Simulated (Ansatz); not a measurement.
SiO2:
Space group P4₁2₁2 (No. 92); a = b = 5.028 Å, c = 7.010 Å, α = β = γ = 90.00°

```tsv
atom	site	symmetry	x	y	z
Si	4a	..2	0.2981	0.2981	0.0000
O	8b	1	0.2396	0.1020	0.1784
```

Relaxed with PBEsol. PBEsol (plane waves, PAW; program Ansatz) gives a gap of 5.57 eV.

Problem. What gap does HSE06 give on the same cell (Ansatz, PAW)?

Solution. 7.40 eV, 1.83 eV more. The hybrid was solved on a coarser mesh and at special points; its gap is the smallest among all of these.

```tsv
k	v1 PBEsol	c1 PBEsol	v1 HSE06	c1 HSE06
Γ	0.00	5.57	0.00	7.40
Z	-0.39	6.80	[?]	[?]
M	-0.55	8.56	[?]	[?]
A	-0.63	9.07	[?]	[?]
R	-0.17	7.83	-0.18	9.89
X	-0.48	7.57	[?]	[?]
```

Problem. Top valence (v1) and lowest conduction level (c1) in eV from each method's valence maximum (which need not be a listed point): supply the withheld HSE06 values.

Solution. 
- A, v1 HSE06: -0.65
- A, c1 HSE06: 11.05
- M, v1 HSE06: -0.56
- M, c1 HSE06: 10.51
- X, v1 HSE06: -0.50
- X, c1 HSE06: 9.49
- Z, v1 HSE06: -0.41
- Z, c1 HSE06: 8.66

Cost on shared cores: the PBEsol run (SCF on a 6×6×4 mesh, then bands and DOS) very roughly 2.0 core-minutes, the HSE06 run (SCF on 3×3×3, then a few points) roughly 110 core-seconds; the tasks are unlike.

Space group P4_12_12. The cell was relaxed with PBEsol under the symmetry of its start.

Potentials: the earlier of the program's two PAW sets.
